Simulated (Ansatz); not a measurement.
Problem. Name crystals whose computed values (LDA in the plane-wave PAW code Ansatz) fall in these windows: electron conductivity mass (mₑ) 0.34 to 0.45; B₀ by P(V) fit (GPa) 330 to 450; ε0 5.7 to 8.0.

Solution. 

```csv
crystal,electron conductivity mass (mₑ),B₀ by P(V) fit (GPa),ε0
"BN, zinc blende",0.38,401,6.74
"BN, wurtzite",0.41,401,6.67
```
Others may fit too.

All cells were relaxed under the symmetry of their starts (and spin orders); stability against distortions was not tested throughout.

Potentials: the earlier of the program's two PAW sets. The files were generated under PBE; for other functionals the program regenerates the frozen cores, and for LDA and PBEsol the local potential too.
